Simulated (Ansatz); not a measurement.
CdAs$_{2}$:
Space group I4₁22 (No. 98); a = b = 7.952 Å, c = 4.664 Å, α = β = γ = 90.00°

```csv
atom,site,symmetry,x,y,z
Cd,4a,2.22,0.0000,0.0000,0.0000
As,8f,.2.,0.2500,0.0586,0.3750
```
(The calculation used a cell of 6 atoms; values per cell refer to that cell.)

Relaxed with PBEsol.

Task: Tabulate the valence density and the electron localisation function along the shortest Cd–As contact (2.69 Å), PBEsol in the plane-wave PAW code Ansatz.

Result: 

| distance from Cd (Å) | density (e/Å³) | ELF |
|---|---|---|
| 0.27 | 19.60 | 0.81 |
| 0.40 | 13.42 | 0.68 |
| 0.54 | 7.87 | 0.55 |
| 0.67 | 3.96 | 0.45 |
| 0.81 | 1.78 | 0.35 |
| 0.94 | 0.83 | 0.24 |
| 1.08 | 0.48 | 0.18 |
| 1.21 | 0.36 | 0.22 |
| 1.34 | 0.35 | 0.40 |
| 1.48 | 0.39 | 0.61 |
| 1.61 | 0.48 | 0.72 |
| 1.75 | 0.64 | 0.74 |
| 1.88 | 0.99 | 0.72 |
| 2.02 | 2.01 | 0.64 |
| 2.15 | 4.80 | 0.48 |
| 2.29 | 10.81 | 0.29 |
| 2.42 | 20.17 | 0.19 |

The density is the valence pseudo-density with augmentation charge, so density and ELF within about 1 Å of a nucleus are not all-electron values.

Space group I4_122. The first step of the workflow began from a Materials Project structure, measured or hypothetical; the Crystallography Open Database copy checked does not list it. Its standing as an ambient phase is unchecked. The PBEsol relaxation kept the symmetry of its start; its stability against distortions is not shown here.

Potentials: the later of the program's two PAW sets.
